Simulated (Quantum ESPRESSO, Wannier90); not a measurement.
CuI (Cmcm): Wannier90 run

```yaml
crystal:
  lattice:
    - [3.73317, -3.71109, 0.00000]
    - [3.73317, 3.71109, 0.00000]
    - [0.00000, 0.00000, 4.30700]
  atoms:
    - { symbol: Cu, position: [0.42044, 0.57956, 0.75000] }
    - { symbol: Cu, position: [0.57956, 0.42044, 0.25000] }
    - { symbol: I, position: [0.77004, 0.22996, 0.75000] }
    - { symbol: I, position: [0.22996, 0.77004, 0.25000] }
```

Cell from Materials Project (mp-1007922), symmetrised, no further relaxation. Not found in the COD (Crystallography Open Database) copy used, which has the formula in other groups; not checked further. Computed values, not measurements, from PBEsol: Quantum ESPRESSO (norm-conserving PseudoDojo potentials, cutoff 74 Ry, no spin polarisation, no spin-orbit coupling) on a Γ-centred 4×4×6 mesh, then Wannier90. Density: 6×6×8 mesh, Gaussian smearing 0.01 Ry. A non-magnetic state is assumed, with no Hubbard U; filled 3d bands tend to lie too high at this level. The cell is built of weakly bound layers, chains or molecules. Database cells relaxed without dispersion often hold them too far apart, which can enlarge gaps and weakens couplings between them; spacing and stacking were not compared with the measured crystal. Spin-orbit coupling is left out although heavy elements are present.

Functional, cutoff and mesh named above are those of the base row (4×4×6); the first column says what each row takes instead. Model: 18 functions from bands 9-26, start SCDM (isolated) (the valence bands). Energies are relative to the valence-band maximum; the misfit is to pw.x on a path, for all bands of the set. Only the mesh of Bloch states changes. Ω_total can sit in another minimum from row to row; Ω_I of an isolated set cannot. A star marks runs that hit the step limit.

Question: Among the meshes 2×2×2, 2×2×3, 3×3×4, 3×3×5, 4×4×6, 5×5×7, which is the coarsest that interpolates to 20 meV rms?

Answer: 3×3×4.

```
mesh   Ω_I (Å²)  Ω_total (Å²)  rms misfit (meV)  k-points (cost)  rough cost of nscf and overlaps (first row = 1)
-----  --------  ------------  ----------------  ---------------  -----------------------------------------------
2×2×2     14.60        17.40*                39                8                                              1.0
2×2×3     15.33        18.19*                37               12                                              1.2
3×3×4     16.59         19.49                13               36                                                3
3×3×5     16.82         19.71                13               45                                                4
4×4×6     17.34         20.22               2.2               96                                                8
5×5×7     17.63         20.50               1.9              175                                               15
```

Ω_I still rises with the mesh: the finite-difference spreads converge slowly and from below.
